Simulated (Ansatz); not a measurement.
PbSe:
```cif
data_Pb4Se4
_chemical_formula_sum 'Pb4 Se4'
_space_group_name_H-M_alt 'Fm-3m'
_space_group_IT_number 225
_space_group_name_Hall '-F 4 2 3'
_cell_length_a 6.21785
_cell_length_b 6.21785
_cell_length_c 6.21785
_cell_angle_alpha 90.000
_cell_angle_beta 90.000
_cell_angle_gamma 90.000
loop_
_atom_site_label
_atom_site_type_symbol
_atom_site_symmetry_multiplicity
_atom_site_Wyckoff_symbol
_atom_site_fract_x
_atom_site_fract_y
_atom_site_fract_z
_atom_site_occupancy
Pb1 Pb 4 a 0.00000 0.00000 0.00000 1
Se1 Se 4 b 0.50000 0.50000 0.50000 1
```
(The calculation used a cell of 2 atoms; values per cell refer to that cell.)

Relaxed with PBE.

**Question.** Decompose the optical modes at the zone centre into irreducible representations, and say which are infrared and Raman allowed.

**Answer.** Point group m-3m: Γ_opt = T1u. Infrared: T1u. Raman: none.

**Question.** Assign frequencies (DFPT, plane-wave PAW PBE (Ansatz code); without the LO–TO term).

**Answer.** T1u 25 cm⁻¹.

The PBE relaxation kept the symmetry of its start; of distortions, only those at the zone centre were tested. Scalar-relativistic: spin–orbit coupling is off unless named, which matters more the heavier the elements.

Potentials: the later of the program's two PAW sets.
